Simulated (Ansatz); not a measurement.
Relaxed-ion elastic tensor of ZnS (wurtzite, space group No. 186) in GPa (Voigt order), r²SCAN (plane waves, PAW; program Ansatz); density 4.13 g/cm³, 19.60 Å³ per atom.

```
 127  58.4  44.3   0.0   0.0   0.0
58.4   127  44.3   0.0   0.0   0.0
44.3  44.3   151   0.0   0.0   0.0
 0.0   0.0   0.0  29.5   0.0   0.0
 0.0   0.0   0.0   0.0  29.5   0.0
 0.0   0.0   0.0   0.0   0.0  34.3
```

Question: Is the crystal mechanically stable?

Answer: Yes: the smallest eigenvalue of C is 29.5 GPa.

Question: Work out the Voigt, Reuss and Hill averages.

Answer: K_V = 77.7, K_R = 77.6, K_H = 77.7; G_V = 35.9, G_R = 34.4, G_H = 35.1 GPa.

Question: Give Young's modulus, Poisson's ratio, Pugh's ratio and the universal anisotropy index.

Answer: E = 9KG/(3K + G) = 91.6 GPa; ν = 0.30; K/G = 2.21 (ductile by the Pugh limit of 1.75); A_U = 5G_V/G_R + K_V/K_R − 6 = 0.22.

Question: Estimate the sound speeds and the Debye temperature.

Answer: v_l = √((K + 4G/3)/ρ) = 5490 m/s, v_t = √(G/ρ) = 2920 m/s, mean 3260 m/s; Θ = (h/k)(3n/4πV)^(1/3) v_m = 360 K.

Question: How much does each axis shrink under pressure?

Answer: Linear compressibilities β_i = Σ_j S_ij (j = 1 to 3): x 4.4, y 4.4, z 4.0 per TPa.

Space group P6_3mc (wurtzite). Symmetry was held in the r²SCAN relaxation.

Potentials: the earlier of the program's two PAW sets. The files were generated under PBE; for other functionals the program regenerates the frozen cores, and for LDA and PBEsol the local potential too.
